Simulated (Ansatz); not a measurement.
TaAs (CsCl type, Pm-3m), plane-wave PAW PBE (Ansatz code), all energies at zero smearing, with the estimated change up to a 700 eV cutoff added, with one set of potentials and settings (totals compare only within such a set). Cell of 2 atoms (1 Ta, 1 As): -14788.923 eV.

```
element             reference phase  E (eV/atom)
-------  --------------------------  -----------
Ta       Im-3m, 1 atoms in the cell   -9932.2522
As        R-3m, 2 atoms in the cell   -4856.1377
```

Formation energy per atom, worked out: (-14788.923 − 1×(-9932.2522) − 1×(-4856.1377))/2 = -0.266 eV/atom (-26 kJ per mol of atoms), at 0 K, without zero-point energy or fitted corrections.

The cell is a constructed one: a structure type filled with these elements; neither database checked (COD, Materials Project) lists it. It is not the phase usual at ambient conditions (space group No. 109). The cell was relaxed with PBE under the symmetry of its start; its stability against distortions is not shown here. The run is not spin-polarised. The references are the lowest solids computed at this level, not always the standard phases. Spin–orbit coupling is left out wherever it is not named.

Potentials: the later of the program's two PAW sets.
